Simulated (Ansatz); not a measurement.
The relaxed structure here is a generated cell of ZnCu2SnS4: the first start was made by a random draw of sites in a space group, and the end was not matched to a known phase here, so it may be hypothetical. Known forms of ZnCu2SnS4 include space group No. 82.

A structure of ZnCu$_{2}$SnS$_{4}$ relaxed with PBEsol (plane waves to 420 eV, PAW, scalar-relativistic; Ansatz, a program for electronic structure); single points at other levels follow on the same geometry (Ansatz, PAW; HSE06 at 420 eV on a 4×4×4 k-mesh; no spin-orbit coupling). Space group P2 (No. 3).

```xyz
8
Lattice="5.2150 0.0000 0.0000 0.0000 5.7136 0.0000 -1.8641 0.0000 6.6258" Properties=species:S:1:pos:R:3 pbc="T T T"
Cu     0.0000     2.5315     0.0000
Cu     2.6075     2.7464     0.0000
S      1.0230     5.0069     2.4884
S      2.3279     5.0069     4.1374
S      3.8973     2.4365     1.6670
S     -0.5464     2.4365     4.9588
Sn     1.6754     1.7623     3.3129
Zn    -0.9321     4.0685     3.3129
```

```csv
level,gap (eV),kind,conduction minimum
PBEsol,0.58,indirect,Γ
HSE06,___,–,___
```

Task: Some entries are withheld; supply them.

Result: 
- HSE06, gap (eV): 1.35
- HSE06, conduction minimum: Γ

HSE06 gaps come from a coarse mesh plus a few chosen points, so they may be too large. The relaxed cell holds bonded S–S pairs (2.10 Å). No spin polarisation in the result.

The run could not lose the symmetry of its start: the end is stationary, and may be a saddle point rather than a minimum.
